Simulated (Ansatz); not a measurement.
A relaxed structure of PbSe. Space group Cmcm (No. 63). Method: PBEsol (plane waves to 420 eV, PAW, scalar-relativistic; Ansatz, a quantum-chemistry and plane-wave program).

```cif
data_Pb2Se2
_chemical_formula_sum 'Pb2 Se2'
_space_group_name_H-M_alt 'P 1'
_space_group_IT_number 1
_cell_length_a 5.28306
_cell_length_b 5.28306
_cell_length_c 6.12715
_cell_angle_alpha 90.000
_cell_angle_beta 90.000
_cell_angle_gamma 125.845
loop_
_space_group_symop_operation_xyz
  'x, y, z'
loop_
_atom_site_label
_atom_site_type_symbol
_atom_site_fract_x
_atom_site_fract_y
_atom_site_fract_z
_atom_site_occupancy
Pb1 Pb 0.16254 0.83746 0.75000 1
Pb2 Pb 0.83746 0.16254 0.25000 1
Se1 Se 0.16014 0.83986 0.25000 1
Se2 Se 0.83986 0.16014 0.75000 1
```

```json
{
 "volume_per_atom": "34.66 Å³",
 "band_gap": "1.07 eV, direct within 0.03 eV (at k = (0.3636, 0.3636, -0.5)) (no spin-orbit coupling)",
 "smallest_direct_gap": "1.08 eV at k = (0.3636, 0.3636, -0.5)",
 "shortest_distances": "Pb–Se 2.93 Å",
 "k-mesh": "11×11×8"
}
```

Band energies at high-symmetry points (eV from the VBM; labels of this space group; no spin-orbit coupling), from −5 eV up to 2.0 eV:

```tsv
point	energies
Γ	-4.66 -3.30 -2.88 -1.92 -1.87 -1.67 1.60 1.80
Y	-3.94 -3.43 -2.88 -1.97 -1.77 -0.39
C0	-4.36 -3.39 -3.37 -2.63 -1.06 -0.40
Σ0	-4.36 -3.39 -3.37 -2.63 -1.06 -0.40
Z	-2.65 -2.65 -2.28 -2.28 -1.36 -1.36
A0	-3.61 -3.61 -1.34 -1.34 -0.17 -0.17 1.11 1.11
E0	-3.61 -3.61 -1.34 -1.34 -0.17 -0.17 1.11 1.11
T	-2.77 -2.77 -1.63 -1.63 -0.54 -0.54 1.18 1.18
```

No spin polarisation in the result. Without spin-orbit coupling the bands of the heavy element are not split, so the gap can be far off.

The run could not lose the symmetry of its start.

It was reached from a disturbed copy of a Cmmm (No. 65) cell, against which it lies -0.08 eV/atom.

The first start was generated by placing the elements on the sites of a structure type. Materials Project lists a structure of PbSe in the same space group, Cmcm (No. 63); the sites were not compared with it, nor with measured phases. Known forms of PbSe include space group No. 225.
